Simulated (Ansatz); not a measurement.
## How PbF₂ answers to pressure

```xyz
3
Lattice="0.0000 2.9699 2.9699 2.9699 0.0000 2.9699 2.9699 2.9699 0.0000" Properties=species:S:1:pos:R:3 pbc="T T T"
Pb    0.0000    0.0000    0.0000
F     1.4849    1.4849    1.4849
F     4.4548    4.4548    4.4548
```

The cell comes from COD entry 9014557, which wasn't checked; take it as a given geometry.

Spin–orbit coupling is left out, though it moves levels of the heavy atoms by tenths of an eV or more.

Theory: DFT, LDA, all-electron LAPW, scalar-relativistic (Ansatz 0.2.0).

Settings: a Γ-centred 7×7×7 k mesh, Fermi–Dirac smearing of 0.03 eV, basis error target 0.5 meV/atom, no spin polarisation.

The cell is scaled evenly with fractional coordinates held. Semilocal gaps are too small, but their slopes usually carry over better; a slope of a few tenths of an eV per unit of ln V is near zero and can change sign within a few per cent of volume.

```json
{"V/V(cell)": "0.9600", "P (GPa)": "-2.02", "gap on the k mesh (eV)": "4.274"}
{"V/V(cell)": "0.9800", "P (GPa)": "-3.55", "gap on the k mesh (eV)": "4.282"}
{"V/V(cell)": "0.9900", "P (GPa)": "-4.24", "gap on the k mesh (eV)": "4.285"}
{"V/V(cell)": "1.0000", "P (GPa)": "-4.90", "gap on the k mesh (eV)": "4.287"}
{"V/V(cell)": "1.0100", "P (GPa)": "-5.51", "gap on the k mesh (eV)": "4.288"}
{"V/V(cell)": "1.0200", "P (GPa)": "-6.09", "gap on the k mesh (eV)": "4.289"}
{"V/V(cell)": "1.0400", "P (GPa)": "-7.14", "gap on the k mesh (eV)": "4.289"}
{"V/V(cell)": "1.0600", "P (GPa)": "-8.07", "gap on the k mesh (eV)": "4.279"}
```

From the rows at 0.9900 and 1.0100, what is the bulk modulus at the cell's volume?

B = −ΔP/Δln V = −[(-5.51) − (-4.24)]/0.02000 = 63.5 GPa. This is the modulus at -4.90 GPa, not at zero pressure.

What are the gap's volume deformation potential and pressure coefficient?

dEg/dln V = (4.288 − 4.285)/0.02000 = 0.15 eV, and dEg/dP = −(dEg/dln V)/B = -2.4 meV/GPa: pressure narrows the gap.

Predict the row at V/V(cell) = 0.9400. How far is a linear estimate of P off?

P = -0.29 GPa, gap 4.264 eV. The linear estimate P(cell) − B ln(V/V(cell)) = -0.97 GPa misses by 0.68 GPa, since the modulus grows under compression.
